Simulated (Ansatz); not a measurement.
## BaIr3 in the AuCu3-type structure

The computed numbers are results of PBE, scalar-relativistic (no spin polarisation) in the plane-wave PAW code Ansatz at 420 eV, Γ-centred 8×8×8 mesh, 0.05 eV Gaussian smearing. The datasets are Ansatz's generated set soft_2.

```cif
data_structure
_symmetry_space_group_name_H-M 'P 1'
_symmetry_Int_Tables_number 1
_cell_length_a 4.2211
_cell_length_b 4.2211
_cell_length_c 4.2211
_cell_angle_alpha 90.000
_cell_angle_beta 90.000
_cell_angle_gamma 90.000
_cell_volume 75.21
loop_
_atom_site_label
_atom_site_type_symbol
_atom_site_fract_x
_atom_site_fract_y
_atom_site_fract_z
_atom_site_occupancy
Ba1 Ba 0.00000 0.00000 0.00000 1
Ir1 Ir 0.00000 0.50000 0.50000 1
Ir2 Ir 0.50000 0.50000 0.00000 1
Ir3 Ir 0.50000 0.00000 0.50000 1
```

The cell came from substitution into a structure type; no database entry of this phase was matched, which doesn't show that none exists.

The cell above was scaled in volume, its shape and atoms being fixed by the lattice's symmetry. Energies are counted from the cell above.

Cell and atoms are those of this level's equilibrium.

```tsv
V (Å³/atom)	ΔE (meV/atom)	P from the stress (GPa)
17.768	26.51	8.72
18.050	13.53	6.07
18.427	3.18	2.84
18.803	0.00	-0.01
19.179	3.05	-2.52
19.555	11.66	-4.78
20.119	33.84	-7.74
20.683	65.60	-10.22
```

Do the energies and the pressures agree? Compare −ΔE/ΔV between neighbouring points (1 meV/Å³ = 0.1602 GPa) with the mean of their pressures.

```json
{"interval (Å³/atom)": "17.77 to 18.05", "−ΔE/ΔV (GPa)": "7.4", "mean P (GPa)": "7.4"}
{"interval (Å³/atom)": "18.05 to 18.43", "−ΔE/ΔV (GPa)": "4.4", "mean P (GPa)": "4.5"}
{"interval (Å³/atom)": "18.43 to 18.80", "−ΔE/ΔV (GPa)": "1.4", "mean P (GPa)": "1.4"}
{"interval (Å³/atom)": "18.80 to 19.18", "−ΔE/ΔV (GPa)": "-1.3", "mean P (GPa)": "-1.3"}
{"interval (Å³/atom)": "19.18 to 19.55", "−ΔE/ΔV (GPa)": "-3.7", "mean P (GPa)": "-3.6"}
{"interval (Å³/atom)": "19.55 to 20.12", "−ΔE/ΔV (GPa)": "-6.3", "mean P (GPa)": "-6.3"}
{"interval (Å³/atom)": "20.12 to 20.68", "−ΔE/ΔV (GPa)": "-9.0", "mean P (GPa)": "-9.0"}
```
They differ by 0.06 GPa at most.

What do the two routes give for V0, B0 and B0′?

A third-order Birch–Murnaghan fit of the energies: V0 = 18.80 Å³/atom, B0 = 134 GPa, B0′ = 4.8. A polynomial of P in ln V, with B = −dP/d ln V at P = 0: V0 = 18.80 Å³/atom, B0 = 134 GPa, B0′ = 4.9.

B0·V0 = 134.2 GPa × 18.80 Å³ = 15.75 eV/atom sets the scale: near the minimum ΔE ≈ ½ B0 V0 x², with x = V/V0 − 1, and a pressure of 1.3 GPa squeezes the volume by about 1 %. At the ends of the curve: x = −5.5 % predicts 23.8 meV/atom and the run gives 26.5; x = +10.0 % predicts 78.8 meV/atom and the run gives 65.6. The lopsidedness is anharmonic: atoms resist being pushed together more than being pulled apart.

No spin–orbit coupling, a notable omission for heavy elements. The run is a metal.
